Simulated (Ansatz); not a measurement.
# Elastic constants of AlNi at 3 GPa (stress–strain coefficients): input and output

Level of theory: DFT LDA, scalar-relativistic, plane waves, PAW in Ansatz 0.2.0.

Launched with:
```bash
ansatz run input.yaml --threads 1 --pin off --max-ram 3072MiB --backend cpu --events-out ev --progress --plain --runs-dir out
```

Input (bare energies are in eV):
```yaml
crystal:
  lattice:
    - [1.9924953932, -1.9924953932, 0.0]
    - [1.9924953932, 1.9924953932, 0.0]
    - [0.0, 0.0, 2.8204174422]
  atoms:
    - { symbol: Al, position: [0.0, 0.0, 0.0] }
    - { symbol: Ni, position: [0.5, 0.5, 0.5] }
basis:
  ecutwfc: 420
kpoints:
  mp_grid: { grid: [16, 16, 14] }
hamiltonian:
  xc: lda
scf:
  occupations: { method: fermi_dirac, width: 0.15 }
output:
  forces: true
  stress: true
  eigenvalues: true
elastic:
  mode: relaxed_ion
  amplitude: 0.005
```

From the output:
```
--- Elastic constants: 4 strain directions × 4 members + reference (group order 16) ---
  dense FFT box of the reference and of every strained cell: 20×20×20
  strains applied: 11, 33, 23, 12; error gains: componentwise 1.00 (the most a stress slope's error grows in a printed constant), spectral 1.41 (1 for all six strains in a standard setting)
  C = ∂σ_k/∂η_j (tension-positive GPa; Voigt order 11 22 33 23 13 12):
       353.018     71.345    169.411      0.000      0.000      0.000
        71.345    353.018    169.411      0.000      0.000      0.000
       169.386    169.386    256.077      0.000      0.000      0.000
         0.000      0.000      0.000    140.526      0.000      0.000
         0.000      0.000      0.000      0.000    140.526      0.000
         0.000      0.000      0.000      0.000      0.000     42.926
  reference stress σ⁰ (GPa):     -2.985     -2.985     -2.987     -0.000     -0.000      0.000
  C* (energy form; C + prestress term) asymmetry max|C*_kj − C*_jk| = 2.632e-2 GPa — a small one proves nothing (zero by symmetry where the batch's group is 432, −43m or m−3m); a large one is finite-difference/SCF noise where every solve ...
  moduli (Voigt/Reuss/Hill, GPa): K = 198.04/198.04/198.04   G = 101.59/73.74/87.67   E = 229.19   ν = 0.307
  mechanically stable: yes (min eigenvalue of sym C = 42.93 GPa)
  strain η (Voigt 11):  stress-route row diagonal C_11 = 353.02 GPa, energy-path curvature d²(F+E_count+ΔE)/dδ²/Ω₀ = 353.31 GPa
    cells at ±δ against ±2δ: C31 169.44 and 169.61 GPa, apart by 0.05 % of the column's largest entry
         δ    σ_11 (GPa) F (eV) n_scf n_hpsi n_pw
    -1.000e-2      -6.6348       -6287.6832060       8  182732    455   relax 0 steps, max|allowed force component| 7.89e-31 eV/Å
    -5.000e-3      -4.7800       -6287.6871879       4  132286    457   relax 0 steps, max|allowed force component| 6.51e-30 eV/Å
     5.000e-3      -1.2496       -6287.6913755       5  152774    461   relax 0 steps, max|allowed force component| 8.97e-29 eV/Å
     1.000e-2       0.4275       -6287.6916601       6  142203    461   relax 0 steps, max|allowed force component| 1.98e-29 eV/Å
  strain η (Voigt 33):  stress-route row diagonal C_33 = 256.08 GPa, energy-path curvature d²(F+E_count+ΔE)/dδ²/Ω₀ = 256.34 GPa
    cells at ±δ against ±2δ: C23 169.44 and 169.51 GPa, apart by 0.03 % of the column's largest entry
         δ    σ_33 (GPa) F (eV) n_scf n_hpsi n_pw
    -1.000e-2      -5.6398       -6287.6838967       8  113609    461   relax 0 steps, max|allowed force component| 2.30e-28 eV/Å
    -5.000e-3      -4.2902       -6287.6873609       4   81503    461   relax 0 steps, max|allowed force component| 5.13e-29 eV/Å
     5.000e-3      -1.7293       -6287.6915493       5   95117    461   relax 0 steps, max|allowed force component| 5.05e-29 eV/Å
     1.000e-2      -0.5173       -6287.6923293       6   84492    461   relax 0 steps, max|allowed force component| 4.49e-29 eV/Å
  strain η (Voigt 23):  stress-route row diagonal C_44 = 140.53 GPa, energy-path curvature d²(F+E_count+ΔE)/dδ²/Ω₀ = 142.27 GPa
    cells at ±δ against ±2δ: C44 140.53 and 140.55 GPa, apart by 0.01 % of the column's largest entry
         δ    σ_23 (GPa) F (eV) n_scf n_hpsi n_pw
    -1.000e-2      -1.4055       -6287.6889095       7  264745    457   relax 0 steps, max|allowed force component| 0.00e0 eV/Å
    -5.000e-3      -0.7027       -6287.6896528       3  207015    461   relax 0 steps, max|allowed force component| 1.83e-28 eV/Å
     5.000e-3       0.7027       -6287.6896528       3  198697    461   relax 0 steps, max|allowed force component| 1.83e-28 eV/Å
     1.000e-2       1.4055       -6287.6889095       6  229038    457   relax 0 steps, max|allowed force component| 0.00e0 eV/Å
  strain η (Voigt 12):  stress-route row diagonal C_66 = 42.93 GPa, energy-path curvature d²(F+E_count+ΔE)/dδ²/Ω₀ = 44.50 GPa
    cells at ±δ against ±2δ: C66 42.94 and 42.97 GPa, apart by 0.07 % of the column's largest entry
         δ    σ_12 (GPa) F (eV) n_scf n_hpsi n_pw
    -1.000e-2      -0.4297       -6287.6895897       7  167591    461   relax 0 steps, max|allowed force component| 2.05e-28 eV/Å
    -5.000e-3      -0.2147       -6287.6898209       4  143824    461   relax 0 steps, max|allowed force component| 2.60e-29 eV/Å
     5.000e-3       0.2147       -6287.6898209       4  138559    461   relax 0 steps, max|allowed force component| 2.60e-29 eV/Å
     1.000e-2       0.4297       -6287.6895897       6  149258    461   relax 0 steps, max|allowed force component| 2.05e-28 eV/Å
```

It took 6.5 min on 1 thread of Intel(R) Xeon(R) Processor @ 2.50GHz (Skylake/Cascade Lake), on a shared host, peak memory 0.63 GiB.

In a metal, frequencies and elastic constants depend on the k mesh and the smearing, soft modes and shear constants most. Spin polarisation was left out, and a magnetic state may lie lower.